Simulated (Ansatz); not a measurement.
Cr2C:
Space group P-3m1 (No. 164); a = 2.797 Å, b = 2.797 Å, c = 4.214 Å, α = 90.00°, β = 90.00°, γ = 120.00°

| atom | site | symmetry | x | y | z |
|---|---|---|---|---|---|
| Cr | 2d | 3m. | 0.6667 | 0.3333 | 0.2468 |
| C | 1b | -3m. | 0.0000 | 0.0000 | 0.5000 |

Relaxed at zero pressure with PBEsol (plane waves, PAW; program Ansatz).

### Question
The volume is lowered by 3 % and shape and atoms relax at that volume. What pressure results, and how do the axes share the change?

### Answer
8.9 GPa; a -1.0 %, b -1.0 %, c -0.9 %; the energy rises by 8 meV/atom.

### Question
Give the new structure.

### Answer

Space group P-3m1 (No. 164); a = 2.7676 Å, b = 2.7676 Å, c = 4.1746 Å, α = 90.00°, β = 90.00°, γ = 120.00°

| atom | site | symmetry | x | y | z |
|---|---|---|---|---|---|
| Cr | 2d | 3m. | 0.6667 | 0.3333 | 0.2444 |
| C | 1b | -3m. | 0.0000 | 0.0000 | 0.5000 |

The phase is kept; no other phase was compared at this pressure.

The first step of the workflow began from a Materials Project structure, measured or hypothetical; the Crystallography Open Database copy checked does not list it. Its standing as an ambient phase is unchecked. The PBEsol relaxation kept the symmetry of its start; of distortions, only those at the zone centre were tested. No spin polarisation was allowed.

Potentials: the later of the program's two PAW sets.
